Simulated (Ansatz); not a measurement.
A distorted cell of HgTe (zinc blende):

```yaml
crystal:
  lattice:
    - [0.00000, 3.32535, 3.32535]
    - [3.32535, 0.00000, 3.32535]
    - [3.32535, 3.32535, 0.00000]
  atoms:
    - { symbol: Te, position: [0.76744, 0.73256, 0.73256] }
    - { symbol: Hg, position: [0.00000, 0.00000, 0.00000] }
```

These are PBE (plane waves to 420 eV, PAW, scalar-relativistic; Ansatz, a quantum-chemistry and plane-wave program) values and carry that method's errors. k mesh 10×10×10 (Γ-centred), Fermi-Dirac smearing 0.05 eV. E stands for the smeared free energy. Stress and pressure are positive under compression. With partly filled bands, energies and forces of such displacements shift with the k mesh and the smearing. At this level the bands of HgTe touch or barely overlap. HgTe was relaxed with its symmetry unable to fall. Spin-orbit coupling is left out, though Hg and Te are heavy. The PAW data are Ansatz's earlier set. The relaxed volume of HgTe is well above the measured one; the method has no dispersion term.

Problem. What forces act on the atoms (eV/Å, Cartesian)?

Solution. 
```
atom      Fx     Fy     Fz
----  ------  -----  -----
Te1    0.307  0.000  0.000
Hg2   -0.307  0.000  0.000
```

Problem. Give the stress tensor in GPa and the pressure.

Solution. 
```
    0.1      0.0      0.0
    0.0      0.2     -0.9
    0.0     -0.9      0.2
```
The pressure, a third of the trace, is 0.2 GPa.

Problem. In it atom 1 sits (-0.116, 0.000, 0.000) Å away from its relaxed site. What is its energy relative to the relaxed cell?

Solution. 18 meV/cell.

(A displaced cell: forces are minus the slopes of the energy, force constants its curvatures, and phonons follow from these.)
